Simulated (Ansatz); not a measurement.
VS:
```yaml
crystal:
  lattice:
    - [3.11797, 0.00000, 0.00000]
    - [-1.55899, 2.70024, 0.00000]
    - [0.00000, 0.00000, 6.06162]
  atoms:
    - { symbol: V, position: [0.00000, 0.00000, 0.00000] }
    - { symbol: V, position: [0.00000, 0.00000, 0.50000] }
    - { symbol: S, position: [0.66667, 0.33333, 0.25000] }
    - { symbol: S, position: [0.33333, 0.66667, 0.75000] }
```

Relaxed with PBEsol. Special points in fractions of this cell's reciprocal vectors: Γ (0.000, 0.000, 0.000); M (0.500, 0.000, 0.000); K (0.333, 0.333, 0.000); A (0.000, 0.000, 0.500); L (0.500, 0.000, 0.500); H (0.333, 0.333, 0.500).

Problem. List the band energies nearest the Fermi level at these points for plane-wave PAW PBEsol (Ansatz code).

Solution. In eV from the Fermi level; about four levels below and three above (degenerate sets whole), none deeper than 8.9 eV; … stands for higher levels left out; points with the same levels are listed once.

| k | below | above |
|---|---|---|
| Γ | -1.17 -1.17 -0.92 -0.92 | 0.55 0.55 1.14 |
| M | -3.26 -3.03 -1.65 -0.20 | 1.05 1.22 1.43 |
| K | -5.86 -5.86 -5.48 -0.80 -0.80 | 0.14 0.14 0.31 |
| A | -0.40 -0.40 -0.40 -0.40 | … |
| L | -4.36 -4.36 -2.12 -2.12 | 1.12 1.12 1.21 1.21 |
| H | -5.80 -5.80 -1.22 -1.22 | 0.75 0.75 1.11 1.11 |

Space group P6_3/mmc (NiAs type). The first step of the workflow began from a Materials Project structure, measured or hypothetical; the Crystallography Open Database files this formula in space group No. 194, but the cells were not matched. Whether it is the stable phase at ambient conditions was not checked. Symmetry was held in the PBEsol relaxation; its stability against distortions is not shown here. The run is not spin-polarised.

Potentials: the later of the program's two PAW sets.
